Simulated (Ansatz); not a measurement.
Input file for Ansatz (a quantum-chemistry and plane-wave program):

Ansatz 0.2 input:
```yaml
crystal:
  lattice:
    - [2.0818451695, 1.201953869, 6.8240285887]
    - [-2.0818451695, 1.201953869, 6.8240285887]
    - [0.0, -2.4039077381, 6.8240285887]
  atoms:
    - { symbol: In, position: [0.6244691219, 0.6244691219, 0.6244691219] }
    - { symbol: Ga, position: [0.1248366752, 0.1248366752, 0.1248366752] }
    - { symbol: As, position: [0.0053023062, 0.0053023062, 0.0053023062] }
    - { symbol: As, position: [0.4953758968, 0.4953758968, 0.4953758968] }
kpoints:
  mp_grid: { grid: [7, 7, 7] }
hamiltonian:
  xc: r2scan
  pseudopotentials: { kind: paw }
scf:
  occupations: { method: fixed }
output:
  optics: { e_range: [0.0, 15.0], de: 0.05, sigma: 0.1, bands: { spectra_wanted_up_to: 12 eV } }
```

Output (shortened):

```
basis.fft_grid_basis auto: the FFT boxes are laid along the combinations [[1, 0, -1], [0, 1, -1], [0, 0, 1]] of the cell's own vectors, 4.164, 4.164 and 7.235 …
output.optics: the spectra are integrated over the Brillouin zone by k·p interpolation around the k-points, where levels, occupations, output.optics.sigma and …
Pseudopotentials: kind: paw
Pseudopotential: In, paw, valence charge 13
Pseudopotential: Ga, paw, valence charge 13
Pseudopotential: As, paw, valence charge 15
Functional definition: r2SCAN
Crystal: 4 atoms, lattice volume = 102.454 Å³
Basis set: ecut = 500 eV, 2611 PW (Γ), FFT grids on a1−a3, a2−a3, a3, exchange–correlation on 128×128×216 points (64 copies of the dense FFT grid, shifted against one another)
Bands: 34, of which v1, the nominal top of the filled ones, is band 28 counted from 1 (27 counted from 0)
Symmetry: 6 space group operations
Space group: R3m (ITA 160), of the structure as read, at distance tolerance 4.7e-5 Å
k-points: 44 of 343 (time reversal used)
PAW frozen core: In, regenerated for the run's functional
PAW frozen core: Ga, regenerated for the run's functional
PAW frozen core: As, regenerated for the run's functional
Initial wavefunctions: pseudopotential atomic-orbital guess
Eigensolver: davidson
Functional: x = r2scan, c = r2scan; τ floored in thin density (d = 2e-4 eV/Å³)
SCF iter   1: F=—  HF=-19132.779937 eV  |F-HF|=—  |Δ(HF+E_count)|=         —  Δρ=7.10e-3  dr2=2.81e-2  dr2_τ=1.27e-2  ethr=1.77e-3  ⟨swp⟩=5.0  Hψ=5264  notcnv=0  defer=176
all-band conjugate gradients solve this SCF's bands
preconditioner: auto → Resta (q_TF=auto, 2.467 Å⁻¹)
SCF iter   2: F=—  HF=-19132.792870 eV  |F-HF|=—  |Δ(HF+E_count)|=   1.29e-2  Δρ=2.34e-3  dr2=4.37e-3  dr2_τ=1.16e-4  ethr=5.01e-5  ⟨swp⟩=2.9  Hψ=3226  notcnv=0  defer=176
SCF iter   3: F=—  HF=-19132.792688 eV  |F-HF|=—  |Δ(HF+E_count)|=   1.81e-4  Δρ=1.49e-3  dr2=1.42e-3  dr2_τ=1.81e-5  ethr=7.80e-6  ⟨swp⟩=2.0  Hψ=2314  notcnv=0  defer=176
SCF iter   4: F=—  HF=-19132.792813 eV  |F-HF|=—  |Δ(HF+E_count)|=   1.24e-4  Δρ=2.70e-4  dr2=9.04e-5  dr2_τ=1.63e-6  ethr=2.53e-6  ⟨swp⟩=2.0  Hψ=2314  notcnv=0  defer=176
SCF iter   5: F=—  HF=-19132.792834 eV  |F-HF|=—  |Δ(HF+E_count)|=   2.18e-5  Δρ=8.95e-5  dr2=1.13e-5  dr2_τ=1.67e-7  ethr=1.61e-7  ⟨swp⟩=2.0  Hψ=2666  notcnv=0  defer=92
SCF iter   6: F=—  HF=-19132.792836 eV  |F-HF|=—  |Δ(HF+E_count)|=   1.68e-6  Δρ=4.03e-5  dr2=2.25e-6  dr2_τ=3.08e-8  ethr=2.02e-8  ⟨swp⟩=2.0  Hψ=2666  notcnv=0  defer=62
SCF iter   7: F=—  HF=-19132.792839 eV  |F-HF|=—  |Δ(HF+E_count)|=   2.85e-6  Δρ=7.89e-6  dr2=8.54e-8  dr2_τ=1.51e-9  ethr=4.01e-9  ⟨swp⟩=2.0  Hψ=2072  notcnv=0  defer=62
SCF iter   8: F=—  HF=-19132.792839 eV  |F-HF|=—  |Δ(HF+E_count)|=   5.34e-8  Δρ=2.61e-6  dr2=1.01e-8  dr2_τ=2.37e-10  ethr=1.52e-10  ⟨swp⟩=2.0  Hψ=2215  notcnv=0  defer=62
SCF iter  12: F=-19132.792839 eV  HF=-19132.792839 eV  |F-HF|=3.64e-12  |Δ(HF+E_count)|=  3.64e-12  Δρ=4.02e-8  dr2=1.96e-12  dr2_τ=6.18e-14  ethr=1.00e-12  ⟨swp⟩=8.8  Hψ=6022  notcnv=0
SCF 1 converged in 12 iterations: F = -19132.792839 eV  dr2 = 1.96e-12
NSCF: frozen V_eff on 44 k-points
Optics k sum: 0 of 44 k-points
Optics k sum: 3 of 44 k-points
Optics k sum: 5 of 44 k-points
Optics k sum: 7 of 44 k-points
Optics k sum: 9 of 44 k-points
Optics k sum: 11 of 44 k-points
Optics k sum: 14 of 44 k-points
Optics k sum: 16 of 44 k-points
Optics k sum: 18 of 44 k-points
Optics k sum: 20 of 44 k-points
Optics k sum: 22 of 44 k-points
Optics k sum: 25 of 44 k-points
Optics k sum: 27 of 44 k-points
Optics k sum: 29 of 44 k-points
Optics k sum: 31 of 44 k-points
Optics k sum: 33 of 44 k-points
Optics k sum: 36 of 44 k-points
Optics k sum: 38 of 44 k-points
Optics k sum: 40 of 44 k-points
Optics k sum: 42 of 44 k-points
Optics k sum: 44 of 44 k-points
Optics k sum: 0 of 44 k-points
Optics k sum: 3 of 44 k-points
Optics k sum: 5 of 44 k-points
Optics k sum: 7 of 44 k-points
Optics k sum: 9 of 44 k-points
Optics k sum: 11 of 44 k-points
Optics k sum: 14 of 44 k-points
Optics k sum: 16 of 44 k-points
Optics k sum: 18 of 44 k-points
Optics k sum: 20 of 44 k-points
Optics k sum: 22 of 44 k-points
Optics k sum: 25 of 44 k-points
Optics k sum: 27 of 44 k-points
Optics k sum: 29 of 44 k-points
Optics k sum: 31 of 44 k-points
Optics k sum: 33 of 44 k-points
Optics k sum: 36 of 44 k-points
Optics k sum: 38 of 44 k-points
Optics k sum: 40 of 44 k-points
Optics k sum: 42 of 44 k-points
Optics k sum: 44 of 44 k-points
Optics k sum: 0 of 44 k-points
Optics k sum: 3 of 44 k-points
Optics k sum: 5 of 44 k-points
Optics k sum: 7 of 44 k-points
Optics k sum: 9 of 44 k-points
Optics k sum: 11 of 44 k-points
Optics k sum: 14 of 44 k-points
Optics k sum: 16 of 44 k-points
Optics k sum: 18 of 44 k-points
Optics k sum: 20 of 44 k-points
Optics k sum: 22 of 44 k-points
Optics k sum: 25 of 44 k-points
Optics k sum: 27 of 44 k-points
Optics k sum: 29 of 44 k-points
Optics k sum: 31 of 44 k-points
Optics k sum: 33 of 44 k-points
Optics k sum: 36 of 44 k-points
Optics k sum: 38 of 44 k-points
Optics k sum: 40 of 44 k-points
Optics k sum: 42 of 44 k-points
Optics k sum: 44 of 44 k-points
NSCF: frozen V_eff on 1 k-points
NSCF: frozen V_eff on 1 k-points
NSCF: frozen V_eff on 1 k-points
NSCF: frozen V_eff on 1 k-points
NSCF: frozen V_eff on 1 k-points
NSCF: frozen V_eff on 1 k-points
output.optics: what the bands over the 56 summed would add to eps1, eps2 and the energy-loss function is held between a lower and an upper bound (8 Lanczos …
SCF converged after 12 iterations
Free energy (F): -19132.792839 eV
Harris-Foulkes:  -19132.792839 eV  (|F-HF|=3.64e-12)
Internal energy: -19132.792839 eV  (E = F + TS)
E sigma→0 (E₀):  -19132.792839 eV
Fermi energy:    7.598966 eV
--- Per-component energies (eV) ---
  E_band       = -674.976899
  E_kinetic    = 564.288439
  E_local      = -7293.713072  (includes V_loc(G=0)·N_el)
  E_nonlocal   = -544.772601
  E_hartree    = 3607.256451
  E_xc         = -411.041416
  E_vxc        = -333.984360  (∫ρ·V_xc dr)
  E_paw        = -9885.436083  (= ΣΔE_a)
  E_vpaw       = -300.571798  (= ΣTr[D̂ρ^β])
  E_aug_tail   = -0.000044  (compensation charges beyond the density's cutoff)
  E_vtau       = 19.263668  (kinetic-family band-sum trace: ∫τ·v_τ [+ j·A + Jᵃ·Aᵃ] dr)
  E_ewald      = -5166.772173
  E_core_change = -2.602340  (= ΣΔE_core)
  E_smearing   =  0.000000  (= −TS)
  E_closure    = 0.000000  (closes the sum)
  Σ components = -19132.792839   (vs F -19132.792839, Δ=0.00e0)
  [band-id]    e_kinetic+e_local+e_nonlocal+2·e_hartree+e_vxc+e_vpaw+e_augmentation_tail+e_vtau = -674.976867   (vs E_band -674.976899, Δ=3.25e-5)
--- Band table (eV; the first three rows and the last of 44) ---
  k-point 0: bands = ["-28.3311", "-28.3311", "-28.3272", "-28.3196", "-28.3196", "-28.0156", "-28.0071", "-28.0071", "-27.9930", "-27.9930", "-7.8197", "-7.7575", "-7.7575", "-7.6996", "-7.6996", "-7.3680", "-7.3023", "-7.3023", "-7.1716", "-7.1716", "-5.0947", "-3.4421", "1.2387", "6.3611", "6.3611", "7.3696", "7.5990", "7.5990", "7.7177", "9.0173", "11.5766", "11.5766", "11.6515", "12.6537"]
  k-point 1: bands = ["-28.3311", "-28.3310", "-28.3271", "-28.3196", "-28.3195", "-28.0155", "-28.0072", "-28.0071", "-27.9930", "-27.9929", "-7.8192", "-7.7643", "-7.7533", "-7.7014", "-7.6991", "-7.3782", "-7.3058", "-7.2916", "-7.1775", "-7.1705", "-4.8851", "-3.3129", "1.3461", "4.9912", "5.7951", "6.1172", "7.0991", "7.1675", "9.2243", "10.0639", "11.2892", "12.1256", "12.2259", "12.5281"]
  k-point 2: bands = ["-28.3312", "-28.3306", "-28.3269", "-28.3197", "-28.3195", "-28.0153", "-28.0073", "-28.0070", "-27.9931", "-27.9926", "-7.8206", "-7.7772", "-7.7445", "-7.7051", "-7.6974", "-7.4187", "-7.2923", "-7.2704", "-7.1889", "-7.1648", "-4.3109", "-3.0264", "1.4335", "3.5424", "4.0873", "5.6763", "6.1744", "6.4385", "9.7991", "10.6046", "11.2065", "13.1290", "13.3829", "13.4320"]
  k-point 43: bands = ["-28.3311", "-28.3310", "-28.3271", "-28.3196", "-28.3195", "-28.0155", "-28.0072", "-28.0071", "-27.9930", "-27.9929", "-7.8172", "-7.7642", "-7.7528", "-7.7013", "-7.6989", "-7.3881", "-7.3024", "-7.2924", "-7.1777", "-7.1706", "-4.4025", "-4.0810", "3.0895", "3.6845", "5.4473", "6.1764", "6.3252", "7.0539", "9.6290", "10.7207", "11.1594", "12.4450", "12.5274", "12.9085"]
  band table: 34 of 34 bands, residual norms ≤ 1.0e-3 eV
```

Cost: about 7 core-minutes (a rough figure) on shared cores.

The workflow started from a Materials Project entry (that database holds measured and hypothetical structures alike); the Crystallography Open Database copy checked does not list it. With In and Ga taken as one species the cell has the higher symmetry F-43m, so it may be an ordered model of a mixed-site phase. Whether it is the stable phase at ambient conditions was not checked. The cell was relaxed with r²SCAN under the symmetry of its start; of distortions, only those at the zone centre were tested. Scalar-relativistic: spin–orbit coupling is off unless named, which matters more the heavier the elements.

Potentials: the later of the program's two PAW sets.

Ansatz is a plane-wave DFT program.
